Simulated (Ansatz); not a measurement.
**Relaxing a structure of Ru**

The start is a relaxed Ru cell displaced along its unstable phonon at q = (½, ½, 0) of its primitive reciprocal cell (262i cm⁻¹), largest move 0.15 Å. A full variable-cell relaxation at zero pressure is run with PBEsol (plane waves to 420 eV, PAW, scalar-relativistic; Ansatz, an electronic-structure program). First-step values are on the input's coarse k-mesh.

Ansatz input (later rounds restart from its end on a renewed k-mesh):
Ansatz 0.2 input:
```yaml
crystal:
  lattice:
    - [-3.188417782, 3.188417782, 2.7092026498]
    - [0, 0, 2.7092026498]
    - [1.594208891, 1.594208891, -1.3546013249]
  atoms:
    - { symbol: Ru, position: [1, 0.4667339651, -0.0665320698] }
    - { symbol: Ru, position: [0.5, 0.5332660349, 0.0665320698] }
basis: { ecutwfc: 420, ecutrho_ratio: 4, xc_grid: 2, fft_grid_basis: typed }
kpoints: { mp_grid: { grid: [15, 15, 15] } }
hamiltonian:
  xc: pbesol
  dispersion: none
  pseudopotentials: { kind: paw }
scf: { occupations: { method: fermi_dirac, width: 0.05 } }
relax: { f_tol: 0.01, max_steps: 100, cell: { stress_tol: 0.02 } }
output: { forces: true, stress: true }
```

Q: What is the largest force in the starting geometry, and on which atom (counted from 1)?

A: 2.05 eV/Å, on Ru1, Ru2 (atoms numbered as listed).

Q: How does the volume per atom move from start to end?

A: -3.3 %, from 13.77 to 13.32 Å³/atom.

Q: How do the shortest distances between atoms change?

A: The closest pairs of elements (up to four, under 3.6 Å), start → end: Ru–Ru 2.63 → 2.63 Å.

Q: Is the relaxed structure metallic? Give its gap.

A: Zero (metallic).

Q: What does it relax into? Give the structure.

A: 
```cif
data_Ru2
_chemical_formula_sum 'Ru2'
_space_group_name_H-M_alt 'P63/mmc'
_space_group_IT_number 194
_space_group_name_Hall '-P 6c 2c'
_cell_length_a 2.69188
_cell_length_b 2.69188
_cell_length_c 4.24566
_cell_angle_alpha 90.000
_cell_angle_beta 90.000
_cell_angle_gamma 120.000
loop_
_atom_site_label
_atom_site_type_symbol
_atom_site_symmetry_multiplicity
_atom_site_Wyckoff_symbol
_atom_site_fract_x
_atom_site_fract_y
_atom_site_fract_z
_atom_site_occupancy
Ru1 Ru 2 d 0.66667 0.33333 0.25000 1
```

Final values are on a 20×20×11 k-mesh of the relaxed cell. No spin polarisation in the result.

The run could not lose the symmetry of its start.

Of the parent cell (I4/mmm (No. 139)): it is a generated cell of Ru: the first start was made by placing the elements on the sites of a structure type, and the end was not matched to a known phase here, so it may be hypothetical. Known forms of Ru include space group No. 194.
